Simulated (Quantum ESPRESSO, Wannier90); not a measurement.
InGaAs₂ (P-4m2), plane waves to Wannier functions

Cell from Materials Project (mp-1223781), symmetrised, no further relaxation. Not found in the COD (Crystallography Open Database) copy used; not checked further. Level: PBEsol, spinors with spin-orbit coupling; pw.x of Quantum ESPRESSO at 68 Ry with PseudoDojo potentials, 4×4×4 k-points, Wannier90. Density: 8×8×6 mesh, cold smearing 0.01 Ry. With spin-orbit coupling a semilocal functional can close or falsely invert a small gap; the band order was not checked against a better method. The gap is small at this level and was sampled on the meshes and a path alone.

On the energy scale of pw.x, whose zero is arbitrary, the valence-band maximum lies at 7.58 eV.

Isolated groups of bands, relative to the valence-band maximum (bands from 57 on overlap up to the last one computed):

```
bands  from (eV)  to (eV)  filling              weight on atomic waves
-----  ---------  -------  -------  ----------------------------------
1–8       -35.62   -35.61   filled                         As 3d 100 %
9–20      -34.90   -34.88   filled                         As 3d 100 %
21–24     -15.09   -15.06   filled                          Ga 3d 99 %
25–34     -14.84   -14.59   filled              Ga 3d 60 %, In 4d 39 %
35–40     -14.05   -13.90   filled                          In 4d 98 %
41–44     -12.00    -9.93   filled  As 4s 62 %, Ga 4p 11 %, In 5p 10 %
45–56      -6.62     0.00   filled  As 4p 59 %, Ga 4p 11 %, In 5p 11 %
```

Input w.win:

```
num_bands = 52
num_wann = 32
exclude_bands = 1-40
spinors = true
num_iter = 1000
conv_tol = 1.0e-6
conv_window = 4
dis_num_iter = 1000
dis_conv_tol = 1.0e-6
dis_froz_max = 1.56
write_hr = true
write_u_matrices = true
begin projections
f=-0.00930,-0.00213,0.50496: s;p
f=0.50560,0.50893,-0.00381: s;p
f=0.49272,0.00531,-0.23696: s;p
f=-0.00158,0.49989,0.23983: s;p
end projections
begin unit_cell_cart
ang
    4.2250000000    0.0000000000    0.0000000000
    0.0000000000    4.2250000000    0.0000000000
    0.0000000000    0.0000000000    5.9621500000
end unit_cell_cart
begin atoms_frac
In   0.0000000000  0.0000000000  0.5000000000
Ga   0.5000000000  0.5000000000  0.0000000000
As   0.5000000000  0.0000000000 -0.2315200000
As   0.0000000000  0.5000000000  0.2315200000
end atoms_frac
mp_grid = 4 4 4
begin kpoints
0.0000000000 0.0000000000 0.0000000000
0.0000000000 0.0000000000 0.2500000000
0.0000000000 0.0000000000 0.5000000000
... (61 more lines: the 4x4x4 mesh through Gamma)
end kpoints
```

The run ends without an error message, but its bands miss those of pw.x by 113 meV rms and 0.63 eV at worst (states up to 1.1 eV relative to the valence-band maximum).

Question: What is the mistake?

Answer: Window typed relative to the reference level, not as an absolute energy. With that mended (32 functions from bands 41-92 of the 92 computed, start hydrogen-like In: s;p; Ga: s;p; As: s;p, centres 0.05 Å off the atoms, frozen window up to 1.57 eV relative to the valence-band maximum, outer window open) the misfit is 7.4 meV rms.
